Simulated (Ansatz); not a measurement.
**TiAu: computed property card**

TiAu:
```yaml
crystal:
  lattice:
    - [4.58822, 0.00000, 0.00000]
    - [0.00000, 2.89117, 0.00000]
    - [0.00000, 0.00000, 4.90624]
  atoms:
    - { symbol: Ti, position: [0.25000, 0.00000, 0.81477] }
    - { symbol: Ti, position: [0.75000, 0.00000, 0.18523] }
    - { symbol: Au, position: [0.25000, 0.50000, 0.32077] }
    - { symbol: Au, position: [0.75000, 0.50000, 0.67923] }
```
The run is spin-polarised; directions of the spins, atom by atom: ↑ ↑ 0 0.

Space group Pmma (No. 51); conventional cell a = 4.5882 Å, b = 2.8912 Å, c = 4.9062 Å, α = β = γ = 90.00°.

Method: DFT-PBEsol in the program Ansatz with PAW potentials. Geometry: relaxed at this level of theory. Other levels are named where they apply.

### Cell and energy

```json
{
 "volume_per_atom": "16.27 Å³",
 "density": "12.49 g/cm³",
 "Formation energy from the elements (no fitted shifts)": "-41 kJ/mol of atoms"
}
```

### Electronic structure

```json
{
 "electronic_character": "metallic (no gap)",
 "Density of states at the Fermi level": "0.92 states/eV per atom (mean over ±0.08 eV)"
}
```

### Magnetism

```json
{
  "magnetic_order": "ferromagnetic",
  "net_moment": "0.29 μB per atom"
}
```

### Mechanics

```json
{
 "Bulk modulus (Birch–Murnaghan fit)": "1470 kbar",
 "Pressure derivative B′": "4.8"
}
```

The first step of the workflow began from a Materials Project structure, measured or hypothetical; the Crystallography Open Database copy checked does not list it. COD files the formula under space group No. 221. With Ti and Au taken as one species the cell has the higher symmetry Cmcm, so it may be an ordered model of a mixed-site phase. Its standing as an ambient phase is unchecked. The cell was relaxed with PBEsol under the symmetry of its start; its stability against distortions is not shown here. The final state is ferromagnetic, the only order run, not a proven ground state. Axis ratios of metals converge slowly with the k-mesh, so a and c are less sure than the volume. The references are the lowest solids computed at this level, not always the standard phases. Spin–orbit coupling is left out wherever it is not named.

Potentials: the later of the program's two PAW sets.
